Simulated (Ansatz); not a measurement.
**Compressing BaRh2B2: a fit and a missing row**

BaRh2B2, I4/mmm, a = 3.908 Å, c = 11.444 Å. The structure is a COD entry; whether it is the stable form wasn't checked. Ansatz: r2SCAN, PAW, 500 eV, Γ-centred 12×12×12 mesh on 5 atoms, Gaussian smearing 0.10 eV; no spin polarisation. Shape and atoms are relaxed at each volume; pressure is positive in compression.

| V (Å³/atom) | P (GPa) |
| --- | --- |
| 15.382 | ? |
| 15.906 | 10.38 |
| 16.431 | 6.39 |
| 16.955 | 2.95 |
| 17.479 | 0.00 |
| 18.004 | -2.50 |
| 18.528 | -4.63 |
| 19.227 | -6.98 |

Question: Take V0 = 17.479 Å³/atom, fit the third-order Birch–Murnaghan form to the other rows, and predict the missing pressure.

Answer: With the Eulerian strain f = ½[(V0/V)^(2/3) − 1] and y = P/[3f(1 + 2f)^(5/2)], the form is the line y = B0 + 1.5 B0 (B0′ − 4) f. Rows (f, y): 0.03244, 91.1; 0.02104, 91.3; 0.01025, 91.2; -0.00977, 89.6; -0.01906, 89.2; -0.03078, 88.6. Means f = 0.0006867, y = 90.167; Σ(Δf)² = 0.003003, ΣΔfΔy = 0.1369; the slope is their ratio. y = 90.14 + 45.58 f GPa, so B0 = 90.1 GPa and B0′ = 4 + 2 × (45.58)/(3 × 90.14) = 4.34. At V = 15.382, f = 0.04447, y = 92.17 and P = 15.22 GPa. The run gave 15.00 GPa, so the fit is 0.22 GPa too high, 1 % of the span of the series, against an rms of 0.02 GPa on the fitted rows. The row lies outside the fitted range. The points of y bend away from a line: a fourth-order term fitted to them gives P = 15.06 GPa at this row's volume (the line 15.22, the run 15.00).

Cost: 8 runs of about 10 core-minutes in all, on AMD EPYC 9R45 (Zen 5) (shared hosts).